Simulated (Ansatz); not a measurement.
Geometry optimisation in Ansatz: input, command and trajectory.

```yaml
crystal:
  lattice:
    - [-2.835, 2.835, 5.575]
    - [2.835, -2.835, 5.575]
    - [2.835, 2.835, -5.575]
  atoms:
    - { symbol: Zn, position: [0.0, 0.0, 0.0] }
    - { symbol: Zn, position: [0.75, 0.25, 0.5] }
    - { symbol: Ge, position: [0.5, 0.5, 0.0] }
    - { symbol: Ge, position: [0.25, 0.75, 0.5] }
    - { symbol: As, position: [0.375, 0.389, 0.514] }
    - { symbol: As, position: [0.611, 0.125, 0.986] }
    - { symbol: As, position: [0.875, 0.861, 0.486] }
    - { symbol: As, position: [0.139, 0.625, 0.014] }
basis:
  ecutwfc: 500
kpoints:
  mp_grid: { grid: [8, 8, 8] }
hamiltonian:
  xc: r2scan
scf:
  occupations: { method: gaussian, width: 0.02 }
output:
  forces: true
  stress: true
  eigenvalues: true
relax:
  adjacent_minimum: "off"
  f_tol: 0.01
  max_steps: 40
```

```bash
ansatz run input.yaml --threads 2 --pin off --max-ram 5120MiB --backend cpu --events-out ev --progress --plain --runs-dir out
```

Theory: DFT r2SCAN, scalar-relativistic, plane waves, PAW in Ansatz.

Of 4 frames 3 are shown, positions in Å and forces in eV/Å; the SCF threshold varies from step to step.

```xyz
8
Lattice="-2.8350 2.8350 5.5750 2.8350 -2.8350 5.5750 2.8350 2.8350 -5.5750" Properties=species:S:1:pos:R:3:forces:R:3 pbc="T T T" step=1 free_energy_over_end_meV_per_atom=14.49
Zn    0.0000    0.0000    0.0000    0.0000    0.0000    0.0000
Zn    0.0000    2.8350    2.7875    0.0000    0.0000    0.0000
Ge    0.0000    0.0000    5.5750    0.0000    0.0000    0.0000
Ge    2.8350    0.0000    2.7875    0.0000    0.0000    0.0000
As    1.4969    1.4175    1.3938   -0.7904    0.0000    0.0000
As    1.4175    4.1731   -1.3938    0.0000    0.7904    0.0000
As    1.3381    1.4175    6.9688    0.7904    0.0000    0.0000
As    1.4175   -1.3381    4.1813    0.0000   -0.7904    0.0000
8
Lattice="-2.8350 2.8350 5.5750 2.8350 -2.8350 5.5750 2.8350 2.8350 -5.5750" Properties=species:S:1:pos:R:3:forces:R:3 pbc="T T T" step=2 free_energy_over_end_meV_per_atom=0.23
Zn    0.0000    0.0000    0.0000    0.0000    0.0000    0.0000
Zn    0.0000    2.8350    2.7875    0.0000    0.0000    0.0000
Ge    0.0000    0.0000    5.5750    0.0000    0.0000    0.0000
Ge    2.8350    0.0000    2.7875    0.0000    0.0000    0.0000
As    1.4326    1.4175    1.3938   -0.0988    0.0000    0.0000
As    1.4175    4.2374   -1.3938    0.0000    0.0988    0.0000
As    1.4024    1.4175    6.9688    0.0988    0.0000    0.0000
As    1.4175   -1.4024    4.1813    0.0000   -0.0988    0.0000
8
Lattice="-2.8350 2.8350 5.5750 2.8350 -2.8350 5.5750 2.8350 2.8350 -5.5750" Properties=species:S:1:pos:R:3:forces:R:3 pbc="T T T" step=4 free_energy_over_end_meV_per_atom=0.00
Zn    0.0000    0.0000    0.0000    0.0000    0.0000    0.0000
Zn    0.0000    2.8350    2.7875    0.0000    0.0000    0.0000
Ge    0.0000    0.0000    5.5750    0.0000    0.0000    0.0000
Ge    2.8350    0.0000    2.7875    0.0000    0.0000    0.0000
As    1.4235    1.4175    1.3938   -0.0016    0.0000    0.0000
As    1.4175    4.2465   -1.3938    0.0000    0.0016    0.0000
As    1.4115    1.4175    6.9688    0.0016    0.0000    0.0000
As    1.4175   -1.4115    4.1813    0.0000   -0.0016    0.0000
```

Time: 2.2 min on 2 threads of Intel(R) Xeon(R) 6975P-C (Granite Rapids) (shared host), peak memory 1.5 GiB.